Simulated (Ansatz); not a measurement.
Relaxed CuAu (CuAu type, space group P4/mmm):

```yaml
crystal:
  lattice:
    - [5.76304, 0.00000, 0.00000]
    - [2.88152, 2.88152, 0.00000]
    - [0.00000, 0.00000, 3.61476]
  atoms:
    - { symbol: Cu, position: [0.00000, 0.50000, 0.50000] }
    - { symbol: Cu, position: [0.50000, 0.50000, 0.50000] }
    - { symbol: Au, position: [0.00000, 0.00000, 0.00000] }
    - { symbol: Au, position: [0.50000, 0.00000, 0.00000] }
```

A phonon eigenvector at M = (0.5, 0.5, 0.0) is frozen into this cell: atom i moves by Q times the vector below, so Q is the largest atomic displacement, in Å. The cell is held. (q is in reciprocal vectors of the primitive cell; the cell shown is doubled to hold the pattern.)

```json
[
 {"atom": "Cu1", "x": "0.000", "y": "0.000", "z": "-1.000"},
 {"atom": "Cu2", "x": "0.000", "y": "0.000", "z": "1.000"}
]
```

Atoms not listed stay in place.

Level of theory: PBE (plane waves to 420 eV, PAW, scalar-relativistic; Ansatz, an electronic-structure program). k mesh 16×16×13 (Γ-centred), Fermi-Dirac smearing 0.05 eV. With partly filled bands, energies and forces of such displacements shift with the k mesh and the smearing. CuAu is run without spin polarisation. CuAu was relaxed with its symmetry unable to fall. Spin-orbit coupling is left out, though Au is heavy.

At one point of the scan the forces (eV/Å) are:

| atom | Fx | Fy | Fz |
|---|---|---|---|
| Cu1 | 0.000 | 0.000 | 0.669 |
| Cu2 | 0.000 | 0.000 | -0.669 |
| Au3 | 0.000 | 0.000 | 0.000 |
| Au4 | 0.000 | 0.000 | 0.000 |

Problem. Which point is it?
A. Q = 0.120 Å
B. Q = 0.090 Å
C. Q = 0.180 Å
D. Q = 0.030 Å

Solution. A, Q = 0.120 Å

(A displaced cell: forces are minus the slopes of the energy, force constants its curvatures, and phonons follow from these.)
